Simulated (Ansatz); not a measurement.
Mg (hcp (Mg type), P6_3/mmc) at seven volumes, the program Ansatz at the r²SCAN level (PAW), shape and atoms relaxed at each. One row is withheld.

| V (Å³/atom) | P (GPa) |
|---|---|
| 20.520 | 4.50 |
| 21.197 | 2.77 |
| 21.873 | 1.29 |
| 22.550 | 0.00 |
| 23.226 | -1.10 |
| 23.903 | ? |
| 24.579 | -2.88 |

Problem. Fit the shown pressures and predict the withheld one.

Solution. P = (3/2)B₀(x^(7/2) − x^(5/2))[1 + (3/4)(B′ − 4)(x − 1)] with x = (V₀/V)^(2/3). Least squares on the six rows gives V₀ = 22.552 Å³/atom, B₀ = 39.6 GPa, B′ = 3.92. At V = 23.903, x = 0.9620 and P = -2.06 GPa. The run itself gave -2.06 GPa.

The cell was relaxed with r²SCAN under the symmetry of its start; of distortions, only those at the zone centre were tested.

Potentials: the later of the program's two PAW sets.
